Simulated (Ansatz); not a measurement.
GaN (wurtzite)

```
GaN
1.0
    3.18312     0.00000     0.00000
   -1.59156     2.75667     0.00000
    0.00000     0.00000     5.18363
Ga N
2 2
Direct
  0.66667   0.33333   0.00099
  0.33333   0.66667   0.50099
  0.66667   0.33333   0.62421
  0.33333   0.66667   0.12421
```

Computed with r2SCAN (plane waves to 500 eV, PAW, scalar-relativistic; Ansatz, a quantum-chemistry and plane-wave program). DFPT wavenumbers on a 10×10×6 k mesh, in cm⁻¹; i marks imaginary ones, q is in fractions of the reciprocal vectors of the cell shown, and the three acoustic modes at Γ are left out. The non-analytic (LO-TO) term is not included, so polar modes at Γ have their transverse values. GaN was relaxed with its symmetry unable to fall.

Is the structure dynamically stable at Γ, M = (0.5, 0.0, 0.0), A = (0.0, 0.0, 0.5), L = (0.5, 0.0, 0.5)?

No imaginary mode at these points (lowest 108 cm⁻¹ at A = (0.0, 0.0, 0.5)); other wave vectors were not tested.

Predict the phonon wavenumbers at Γ, M = (0.5, 0.0, 0.0), A = (0.0, 0.0, 0.5), L = (0.5, 0.0, 0.5).


| q | wavenumbers (cm⁻¹) |
|---|---|
| Γ | 143 (×2), 336, 530, 554 (×2), 564 (×2), 697 |
| M = (0.5, 0.0, 0.0) | 139, 185, 196, 237, 308, 317, 573, 586, 608, 642, 678, 698 |
| A = (0.0, 0.0, 0.5) | 108 (×4), 237 (×2), 558 (×4), 716 (×2) |
| L = (0.5, 0.0, 0.5) | 171 (×2), 176 (×2), 341 (×2), 592 (×2), 603 (×2), 691 (×2) |
